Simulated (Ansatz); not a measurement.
**KMgH$_{3}$: from a starting cell to a relaxed one**

The start is a generated trial cell of KMgH3 in the AFLOW prototype ABC3_hR10_161_a_a_b (as in LiNbO3). The structure is fully relaxed (lattice and positions, P = 0) with r2SCAN (plane waves to 500 eV, PAW, scalar-relativistic; Ansatz, a program for electronic structure). The first steps use a coarse 5×5×5 k-mesh.

Initial structure:
```
CELL_PARAMETERS angstrom
      2.75016     1.58781     4.84196
     -2.75016     1.58781     4.84196
      0.00000    -3.17561     4.84196
ATOMIC_POSITIONS crystal
  K  0.28750 0.28750 0.28750
  K  0.78750 0.78750 0.78750
  Mg 0.01280 0.01280 0.01280
  Mg 0.51280 0.51280 0.51280
  H  0.74643 0.14093 0.36263
  H  0.36263 0.74643 0.14093
  H  0.14093 0.36263 0.74643
  H  0.86263 0.64093 0.24643
  H  0.24643 0.86263 0.64093
  H  0.64093 0.24643 0.86263
```

| Item | Value |
|---|---|
| Initial pressure | +4.0 GPa (positive: the cell is compressed) |
| Outcome | The space group goes from R3c (No. 161) to Pm-3m (No. 221); the end is cubic perovskite type, with 5 atoms in the primitive cell |
| Energy released | 0.21 eV/atom |
| Shortest distances (start → end) | The closest pairs of elements (up to four, under 3.6 Å), start → end: H–Mg 2.00 → 2.00 Å; H–K 2.21 → 2.82 Å; H–H 2.92 → 2.82 Å; K–Mg 3.27 → 3.46 Å |
| Band gap at the end | 3.20 eV, indirect (valence top at k = (0, 0, -0.5), conduction bottom at R) (no spin-orbit coupling) |
| Optimiser moves | 5 |

Relaxed structure:

Space group Pm-3m (No. 221); a = b = c = 3.9918 Å, α = β = γ = 90.00°

| atom | site | symmetry | x | y | z |
|---|---|---|---|---|---|
| K | 1b | m-3m | 0.5000 | 0.5000 | 0.5000 |
| Mg | 1a | m-3m | 0.0000 | 0.0000 | 0.0000 |
| H | 3d | 4/mm.m | 0.0000 | 0.0000 | 0.5000 |

Final values are on a 8×8×8 k-mesh of the relaxed cell. No spin polarisation in the result.

The run could not lose the symmetry of its start; a randomly shaken copy of 10 atoms returns to this structure.
